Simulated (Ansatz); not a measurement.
NaF:
```xyz
2
Lattice="0.0000 2.3505 2.3505 2.3505 0.0000 2.3505 2.3505 2.3505 0.0000" Properties=species:S:1:pos:R:3 pbc="T T T"
Na     0.0000     0.0000     0.0000
F      2.3505     2.3505     2.3505
```

Relaxed with PBE. Special points in fractions of this cell's reciprocal vectors: Γ (0.000, 0.000, 0.000); X (0.500, 0.000, 0.500); U (0.625, 0.250, 0.625); K (0.375, 0.375, 0.750); L (0.500, 0.500, 0.500); W (0.500, 0.250, 0.750).

**Question.** List the band energies nearest the valence-band maximum at these points for plane-wave PAW PBE (Ansatz code).

**Answer.** In eV from the valence-band maximum; about four levels below and three above (degenerate sets whole), none deeper than 8.9 eV; … stands for higher levels left out; points with the same levels are listed once.

| k | below | above |
|---|---|---|
| Γ | 0.00 0.00 0.00 | 6.09 … |
| X | -1.21 -0.38 -0.38 | 12.80 … |
| U | -1.00 -0.78 -0.35 | 12.59 … |
| L | -1.49 -0.23 -0.23 | 10.53 … |
| W | -0.82 -0.82 -0.53 | … |

Space group Fm-3m (rock salt). Symmetry was held in the PBE relaxation; phonons on a q-mesh show no instability.

Potentials: the later of the program's two PAW sets.
